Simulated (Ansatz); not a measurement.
ScAl3:
```
CELL_PARAMETERS angstrom
      4.10519     0.00000     0.00000
      0.00000     4.10519     0.00000
      0.00000     0.00000     4.10519
ATOMIC_POSITIONS crystal
  Al 0.00000 0.50000 0.50000
  Al 0.50000 0.50000 0.00000
  Al 0.50000 0.00000 0.50000
  Sc 0.00000 0.00000 0.00000
```

Relaxed with PBE.

Task: Which orbitals make up the states near the Fermi level in plane-wave PAW PBE (Ansatz code)?

Result: Within 0.5 eV of the Fermi level: Al 3p 42 %, Sc 3d 42 %, Al 3s 10 %. Projections are on Löwdin-orthogonalised atomic valence shells; empty p or d shells of many metals are not among them.

Task: Tabulate the density of states.

Result: States/eV per cell of 4 atoms, in 0.25 eV bins, energy from the Fermi level.

| E (eV) | total | Al 3p | Sc 3d | Al 3s |
|---|---|---|---|---|
| -7.85 | 0.84 | 0.41 | 0.03 | 0.35 |
| -7.60 | 0.75 | 0.38 | 0.03 | 0.30 |
| -7.35 | 0.66 | 0.34 | 0.04 | 0.26 |
| -7.10 | 0.73 | 0.38 | 0.05 | 0.26 |
| -6.85 | 0.81 | 0.44 | 0.06 | 0.26 |
| -6.60 | 0.78 | 0.42 | 0.05 | 0.25 |
| -6.35 | 0.81 | 0.43 | 0.05 | 0.26 |
| -6.10 | 0.90 | 0.48 | 0.06 | 0.29 |
| -5.85 | 1.08 | 0.57 | 0.07 | 0.37 |
| -5.60 | 1.34 | 0.68 | 0.09 | 0.50 |
| -5.35 | 1.39 | 0.67 | 0.11 | 0.54 |
| -5.10 | 1.37 | 0.62 | 0.15 | 0.55 |
| -4.85 | 1.39 | 0.59 | 0.19 | 0.56 |
| -4.60 | 1.28 | 0.56 | 0.19 | 0.48 |
| -4.35 | 1.12 | 0.53 | 0.17 | 0.39 |
| -4.10 | 1.04 | 0.53 | 0.16 | 0.31 |
| -3.85 | 1.08 | 0.59 | 0.17 | 0.28 |
| -3.60 | 1.30 | 0.79 | 0.19 | 0.26 |
| -3.35 | 1.55 | 0.97 | 0.23 | 0.28 |
| -3.10 | 1.52 | 0.96 | 0.25 | 0.25 |
| -2.85 | 1.80 | 1.19 | 0.30 | 0.25 |
| -2.60 | 1.89 | 1.28 | 0.34 | 0.21 |
| -2.35 | 2.01 | 1.36 | 0.41 | 0.19 |
| -2.10 | 2.25 | 1.49 | 0.52 | 0.18 |
| -1.85 | 2.62 | 1.73 | 0.68 | 0.16 |
| -1.60 | 2.73 | 1.59 | 0.92 | 0.16 |
| -1.35 | 2.28 | 1.24 | 0.84 | 0.15 |
| -1.10 | 1.55 | 0.81 | 0.59 | 0.11 |
| -0.85 | 1.29 | 0.63 | 0.52 | 0.10 |
| -0.60 | 1.29 | 0.60 | 0.55 | 0.10 |
| -0.35 | 1.40 | 0.63 | 0.63 | 0.10 |
| -0.10 | 1.37 | 0.59 | 0.61 | 0.11 |
| 0.15 | 1.34 | 0.54 | 0.54 | 0.16 |
| 0.40 | 1.18 | 0.46 | 0.44 | 0.19 |
| 0.65 | 1.89 | 0.68 | 0.76 | 0.28 |
| 0.90 | 3.23 | 1.23 | 1.34 | 0.39 |
| 1.15 | 2.18 | 0.73 | 0.95 | 0.27 |
| 1.40 | 2.17 | 0.65 | 0.93 | 0.29 |
| 1.65 | 2.73 | 0.62 | 1.40 | 0.29 |
| 1.90 | 3.51 | 0.50 | 2.00 | 0.30 |
| 2.15 | 4.11 | 0.72 | 2.61 | 0.30 |
| 2.40 | 4.13 | 0.68 | 2.70 | 0.40 |
| 2.65 | 3.88 | 0.74 | 2.21 | 0.41 |
| 2.90 | 3.01 | 0.74 | 1.23 | 0.45 |
| 3.15 | 2.00 | 0.45 | 0.80 | 0.49 |
| 3.40 | 3.19 | 0.84 | 1.21 | 0.79 |
| 3.65 | 3.28 | 0.95 | 1.29 | 0.64 |
| 3.90 | 3.69 | 0.90 | 1.67 | 0.74 |
| 4.15 | 2.41 | 0.79 | 0.88 | 0.44 |
| 4.40 | 2.54 | 0.91 | 0.66 | 0.51 |
| 4.65 | 2.71 | 1.07 | 0.60 | 0.47 |

Space group Pm-3m (Cu3Au type). The PBE relaxation kept the symmetry of its start. The run is not spin-polarised.

Potentials: the later of the program's two PAW sets.
